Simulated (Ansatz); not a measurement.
Input file for Ansatz (a program for electronic structure):

Ansatz 0.2 input:
```yaml
crystal:
  lattice:
    - [4.0320744343, 2.0295115429, 0.0]
    - [-4.0320744343, 2.0295115429, 0.0]
    - [-3.9692840048, 0.0, 6.9190948405]
  atoms:
    - { symbol: F, position: [0.889643319, 0.1141688168, 0.6011986735] }
    - { symbol: F, position: [0.1141688168, 0.889643319, 0.8988013265] }
    - { symbol: F, position: [0.110356681, 0.8858311832, 0.3988013265] }
    - { symbol: F, position: [0.8858311832, 0.110356681, 0.1011986735] }
    - { symbol: C, position: [0.1859878059, 0.1859878059, 0.25] }
    - { symbol: C, position: [0.8140121941, 0.8140121941, 0.75] }
    - { symbol: F, position: [0.2682623445, 0.4784814984, 0.295742238] }
    - { symbol: F, position: [0.4784814984, 0.2682623445, 0.204257762] }
    - { symbol: F, position: [0.7317376555, 0.5215185016, 0.704257762] }
    - { symbol: F, position: [0.5215185016, 0.7317376555, 0.795742238] }
kpoints:
  mp_grid: { grid: [8, 8, 4] }
hamiltonian:
  xc: lda
  pseudopotentials: { kind: paw }
scf:
  occupations: { method: fixed }
elastic: { mode: relaxed_ion, stencil: two_point, amplitude: 0.005, f_tol: 0.0005 }
```

Output (shortened):

```
Pseudopotential: F, paw, valence charge 7
Pseudopotential: C, paw, valence charge 4
Functional definition: SPW92
Crystal: 10 atoms, lattice volume = 113.240 Å³
Basis set: ecut = 420 eV, 2221 PW (Γ)
Bands: 42, of which v1, the nominal top of the filled ones, is band 32 counted from 1 (31 counted from 0)
Symmetry: 4 space group operations
Space group: C2/c (ITA 15), of the structure as read, at distance tolerance 4.8e-5 Å
k-points: 78 of 256
SCF 1 converged in 11 iterations: F = -6832.474136 eV  dr2 = 5.27e-15
relax step   1: F+E_penalty+E_count = -6832.47413552 eV  Δ(F+E_penalty+E_count) = +0.000e0 eV  max|allowed force component| = 5.323e-4 eV/Å  Δτ_max = 0.0000 Å  (11 SCF iters, accepted)
Crystal: 10 atoms, lattice volume = 113.240 Å³
SCF 2 converged in 9 iterations: F = -6832.474136 eV  dr2 = 8.66e-15
relax step   2: F+E_penalty+E_count = -6832.47413557 eV  Δ(F+E_penalty+E_count) = -5.661e-8 eV  max|allowed force component| = 2.833e-4 eV/Å  Δτ_max = 0.0001 Å  (9 SCF iters, accepted)
Crystal: 10 atoms, lattice volume = 113.240 Å³
SCF 3 converged in 10 iterations: F = -6832.474136 eV  dr2 = 1.36e-16
Crystal: 10 atoms, lattice volume = 112.674 Å³
Basis set: ecut = 420 eV, 2197 PW (Γ)
SCF 4 converged in 11 iterations: F = -6832.471890 eV  dr2 = 1.07e-14
relax step   1: F+E_penalty+E_count = -6832.47189003 eV  Δ(F+E_penalty+E_count) = +0.000e0 eV  max|allowed force component| = 1.849e-1 eV/Å  Δτ_max = 0.0000 Å  (11 SCF iters, accepted)
Crystal: 10 atoms, lattice volume = 112.674 Å³
SCF 5 converged in 10 iterations: F = -6832.473699 eV  dr2 = 4.40e-15
relax step   2: F+E_penalty+E_count = -6832.47369949 eV  Δ(F+E_penalty+E_count) = -1.809e-3 eV  max|allowed force component| = 5.209e-2 eV/Å  Δτ_max = 0.0056 Å  (10 SCF iters, accepted)
Crystal: 10 atoms, lattice volume = 112.674 Å³
SCF 6 converged in 9 iterations: F = -6832.473800 eV  dr2 = 1.31e-14
relax step   3: F+E_penalty+E_count = -6832.47379962 eV  Δ(F+E_penalty+E_count) = -1.001e-4 eV  max|allowed force component| = 2.383e-2 eV/Å  Δτ_max = 0.0010 Å  (9 SCF iters, accepted)
Crystal: 10 atoms, lattice volume = 112.674 Å³
SCF 7 converged in 9 iterations: F = -6832.473814 eV  dr2 = 6.76e-15
relax step   4: F+E_penalty+E_count = -6832.47381379 eV  Δ(F+E_penalty+E_count) = -1.417e-5 eV  max|allowed force component| = 4.420e-4 eV/Å  Δτ_max = 0.0008 Å  (9 SCF iters, accepted)
Crystal: 10 atoms, lattice volume = 112.674 Å³
SCF 8 converged in 2 iterations: F = -6832.473814 eV  dr2 = 2.53e-15
Crystal: 10 atoms, lattice volume = 113.806 Å³
Basis set: ecut = 420 eV, 2233 PW (Γ)
SCF 9 converged in 11 iterations: F = -6832.472110 eV  dr2 = 1.14e-14
relax step   1: F+E_penalty+E_count = -6832.47211044 eV  Δ(F+E_penalty+E_count) = +0.000e0 eV  max|allowed force component| = 1.801e-1 eV/Å  Δτ_max = 0.0000 Å  (11 SCF iters, accepted)
Crystal: 10 atoms, lattice volume = 113.806 Å³
SCF 10 converged in 10 iterations: F = -6832.474000 eV  dr2 = 7.25e-15
relax step   2: F+E_penalty+E_count = -6832.47399967 eV  Δ(F+E_penalty+E_count) = -1.889e-3 eV  max|allowed force component| = 1.487e-2 eV/Å  Δτ_max = 0.0050 Å  (10 SCF iters, accepted)
Crystal: 10 atoms, lattice volume = 113.806 Å³
[...]
Crystal: 10 atoms, lattice volume = 113.239 Å³
SCF 68 converged in 10 iterations: F = -6832.474043 eV  dr2 = 1.14e-14
relax step   3: F+E_penalty+E_count = -6832.47404300 eV  Δ(F+E_penalty+E_count) = -4.180e-6 eV  max|allowed force component| = 7.429e-4 eV/Å  Δτ_max = 0.0015 Å  (10 SCF iters, accepted)
Crystal: 10 atoms, lattice volume = 113.239 Å³
SCF 69 converged in 9 iterations: F = -6832.474044 eV  dr2 = 1.09e-14
relax step   4: F+E_penalty+E_count = -6832.47404361 eV  Δ(F+E_penalty+E_count) = -6.060e-7 eV  max|allowed force component| = 9.522e-4 eV/Å  Δτ_max = 0.0009 Å  (9 SCF iters, accepted)
Crystal: 10 atoms, lattice volume = 113.239 Å³
SCF 70 converged in 8 iterations: F = -6832.474042 eV  dr2 = 3.16e-14
relax step   5: F+E_penalty+E_count = -6832.47404247 eV  Δ(F+E_penalty+E_count) = +1.138e-6 eV  max|allowed force component| = 6.082e-3 eV/Å  Δτ_max = 0.0004 Å  (8 SCF iters, rejected (line search))
Crystal: 10 atoms, lattice volume = 113.239 Å³
SCF 71 converged in 8 iterations: F = -6832.474044 eV  dr2 = 7.35e-14
relax step   6: F+E_penalty+E_count = -6832.47404367 eV  Δ(F+E_penalty+E_count) = -6.763e-8 eV  max|allowed force component| = 2.644e-4 eV/Å  Δτ_max = 0.0002 Å  (8 SCF iters, accepted)
Crystal: 10 atoms, lattice volume = 113.239 Å³
SCF 72 converged in 2 iterations: F = -6832.474044 eV  dr2 = 2.11e-14
SCF converged after 10 iterations
Stability not checked: this state was not tested for a lower state beside it, because too few of the mixer's solves of this state at the end of the SCF gave a …
Free energy (F): -6832.474136 eV
Harris-Foulkes:  -6832.474136 eV  (|F-HF|=4.55e-12)
Internal energy: -6832.474136 eV  (E = F + TS)
E sigma→0 (E₀):  -6832.474136 eV
Fermi energy:    -2.015939 eV
--- Per-component energies (eV) ---
  E_band       = -625.172859
  E_kinetic    = 1816.855704
  E_local      = -5882.879581  (includes V_loc(G=0)·N_el)
  E_nonlocal   = 659.064977
  E_hartree    = 2124.017309
  E_xc         = -710.409444
  E_vxc        = -914.782383  (∫ρ·V_xc dr)
  E_paw        = -1683.798267  (= ΣΔE_a)
  E_vpaw       = -551.482218  (= ΣTr[D̂ρ^β])
  E_aug_tail   = 0.016023  (compensation charges beyond the density's cutoff)
  E_ewald      = -3156.372536
  E_core_change = 1.031679  (= ΣΔE_core)
  E_smearing   =  0.000000  (= −TS)
  E_closure    = 0.000000  (closes the sum)
  Σ components = -6832.474136   (vs F -6832.474136, Δ=0.00e0)
--- Forces (eV/Å), atoms counted from 1 ---
  atom   1  F      0.00028333     0.00004375     0.00010297
  atom   2  F     -0.00028333     0.00004375    -0.00010297
  atom   3  F     -0.00028333    -0.00004375    -0.00010297
  atom   4  F      0.00028333    -0.00004375     0.00010297
  atom   5  C      0.00000000    -0.00016213     0.00000000
  atom   6  C      0.00000000     0.00016213     0.00000000
  atom   7  F      0.00007249     0.00011728     0.00019901
  atom   8  F     -0.00007249     0.00011728    -0.00019901
  atom   9  F     -0.00007249    -0.00011728    -0.00019901
  atom  10  F      0.00007249    -0.00011728     0.00019901
  max |Σ_I F_I| component: 0.0 eV/Å
--- Stress (GPa, compression-positive) ---
        0.004420       0.000000       0.019622
        0.000000      -0.016242       0.000000
        0.019622       0.000000      -0.012939
  P = ⅓ Tr σ = -0.0083 GPa (-0.083 kbar)
--- Band table (eV; the first three rows and the last of 78) ---
  k-point 0: bands = ["-26.6811", "-26.5531", "-23.5067", "-23.3629", "-23.3543", "-23.3523", "-23.3378", "-23.3058", "-10.4002", "-9.9595", "-8.0016", "-7.9813", "-7.9270", "-7.9258", "-7.8092", "-7.7818", "-4.5336", "-4.3748", "-4.3139", "-4.2638", …
  k-point 1: bands = ["-26.6632", "-26.5727", "-23.4814", "-23.3704", "-23.3624", "-23.3446", "-23.3444", "-23.3152", "-10.3418", "-10.0311", "-7.9986", "-7.9714", "-7.9472", "-7.9332", "-7.7983", "-7.7764", "-4.5026", "-4.4217", "-4.3090", "-4.1101", …
  k-point 2: bands = ["-26.6188", "-26.6188", "-23.4224", "-23.4224", "-23.3558", "-23.3558", "-23.3301", "-23.3301", "-10.1928", "-10.1928", "-7.9802", "-7.9802", "-7.9516", "-7.9516", "-7.7798", "-7.7798", "-4.4479", "-4.4479", "-4.2488", "-4.2488", …
  k-point 77: bands = ["-26.5540", "-26.5540", "-23.4790", "-23.4790", "-23.4019", "-23.4019", "-23.3554", "-23.3554", "-9.9630", "-9.9630", "-7.9426", "-7.9426", "-7.7660", "-7.7660", "-7.6802", "-7.6802", "-4.6109", "-4.6109", "-4.4538", "-4.4538", …
--- Elastic constants: 6 strain directions × 2 members + reference (group order 4) ---
  dense FFT box of the reference and of every strained cell: 32×32×54
  strains applied: 11, 22, 33, 23, 13, 12; error gains …
  reference relaxed by the batch: 2 steps …
  largest displacement 5.4e-5 Å; the constants are those of the deck's cell at these positions:
  atoms:
    - { symbol: F, position: [0.8896582922244471, 0.11417713120837741, 0.6011989035561119] }
    - { symbol: F, position: [0.11417713120837736, 0.8896582922244473, 0.898801096443888] }
    - { symbol: F, position: [0.11034170777555286, 0.8858228687916225, 0.39880109644388806] }
    - { symbol: F, position: [0.8858228687916226, 0.11034170777555277, 0.10119890355611195] }
    - { symbol: C, position: [0.18597804750549657, 0.18597804750549654, 0.25] }
    - { symbol: C, position: [0.8140219524945034, 0.8140219524945034, 0.7499999999999999] }
    - { symbol: F, position: [0.2682541676763829, 0.4784721576637152, 0.2957427687110677] }
    - { symbol: F, position: [0.4784721576637152, 0.2682541676763829, 0.20425723128893236] }
    - { symbol: F, position: [0.731745832323617, 0.5215278423362848, 0.7042572312889324] }
    - { symbol: F, position: [0.5215278423362848, 0.731745832323617, 0.7957427687110676] }
  C = ∂σ_k/∂η_j (tension-positive GPa; Voigt order 11 22 33 23 13 12):
        21.598      6.779      6.765      0.000     -1.306      0.000
         6.758     18.567      5.659      0.000      1.704      0.000
         6.718      5.647     19.634      0.000      1.887      0.000
         0.000      0.000      0.000      3.758      0.000      1.307
        -1.285      1.743      1.926      0.000      3.560      0.000
         0.000      0.000      0.000      1.316      0.000      5.445
  reference stress σ⁰ (GPa):     -0.004      0.016      0.013      0.000     -0.020      0.000
  moduli (Voigt/Reuss/Hill, GPa): K = 10.90/10.53/10.72   G = 5.26/4.37/4.81   E = 12.56   ν = 0.305
  mechanically stable: yes (min eigenvalue of sym C = 2.86 GPa)
  strain η (Voigt 11):  stress-route row diagonal C_11 = 21.60 GPa, energy-path curvature d²(F+E_count+ΔE)/dδ²/Ω₀ = 21.39 GPa
         δ    σ_11 (GPa)             F (eV)   n_scf  n_hpsi   n_pw
    -5.000e-3      -0.1183       -6832.4738138       2   21919   2224   relax 4 steps, max|allowed force component| 4.42e-4 eV/Å
     5.000e-3       0.0977       -6832.4740128       2   22971   2240   relax 4 steps, max|allowed force component| 2.43e-4 eV/Å
  strain η (Voigt 22):  stress-route row diagonal C_22 = 18.57 GPa, energy-path curvature d²(F+E_count+ΔE)/dδ²/Ω₀ = 18.50 GPa
         δ    σ_22 (GPa)             F (eV)   n_scf  n_hpsi   n_pw
    -5.000e-3      -0.0809       -6832.4738589       2   22166   2220   relax 4 steps, max|allowed force component| 3.25e-4 eV/Å
     5.000e-3       0.1048       -6832.4740485       2   22371   2247   relax 4 steps, max|allowed force component| 3.47e-4 eV/Å
  strain η (Voigt 33):  stress-route row diagonal C_33 = 19.63 GPa, energy-path curvature d²(F+E_count+ΔE)/dδ²/Ω₀ = 19.60 GPa
         δ    σ_33 (GPa)             F (eV)   n_scf  n_hpsi   n_pw
    -5.000e-3      -0.0897       -6832.4736659       2   21932   2228   relax 6 steps, max|allowed force component| 6.93e-5 eV/Å
     5.000e-3       0.1066       -6832.4739606       2   22503   2246   relax 4 steps, max|allowed force component| 2.65e-4 eV/Å
  strain η (Voigt 23):  stress-route row diagonal C_44 = 3.76 GPa, energy-path curvature d²(F+E_count+ΔE)/dδ²/Ω₀ = 3.85 GPa
         δ    σ_23 (GPa)             F (eV)   n_scf  n_hpsi   n_pw
    -5.000e-3      -0.0188       -6832.4741217       2   38479   2236   relax 6 steps, max|allowed force component| 3.32e-4 eV/Å
     5.000e-3       0.0187       -6832.4741220       2   38885   2236   relax 4 steps, max|allowed force component| 1.69e-4 eV/Å
  strain η (Voigt 13):  stress-route row diagonal C_55 = 3.56 GPa, energy-path curvature d²(F+E_count+ΔE)/dδ²/Ω₀ = 3.53 GPa
         δ    σ_13 (GPa)             F (eV)   n_scf  n_hpsi   n_pw
    -5.000e-3      -0.0391       -6832.4740234       2   22488   2236   relax 6 steps, max|allowed force component| 3.30e-5 eV/Å
     5.000e-3      -0.0035       -6832.4741028       2   22284   2240   relax 3 steps, max|allowed force component| 2.01e-4 eV/Å
  strain η (Voigt 12):  stress-route row diagonal C_66 = 5.44 GPa, energy-path curvature d²(F+E_count+ΔE)/dδ²/Ω₀ = 5.52 GPa
         δ    σ_12 (GPa)             F (eV)   n_scf  n_hpsi   n_pw
    -5.000e-3      -0.0273       -6832.4740434       2   37680   2232   relax 6 steps, max|allowed force component| 3.26e-4 eV/Å
     5.000e-3       0.0272       -6832.4740437       2   39052   2232   relax 6 steps, max|allowed force component| 2.64e-4 eV/Å
```

Cost: roughly 17 core-minutes on shared cores.

The workflow started from an entry of the Crystallography Open Database (COD). The cell was relaxed with LDA under the symmetry of its start; phonons on a q-mesh show no instability. The substance is a gas or liquid at ambient conditions. A crystal of weakly bound molecules computed without a dispersion correction: the cell and the soft elastic constants depend strongly on that.

Potentials: the later of the program's two PAW sets.

Ansatz is a plane-wave DFT program.
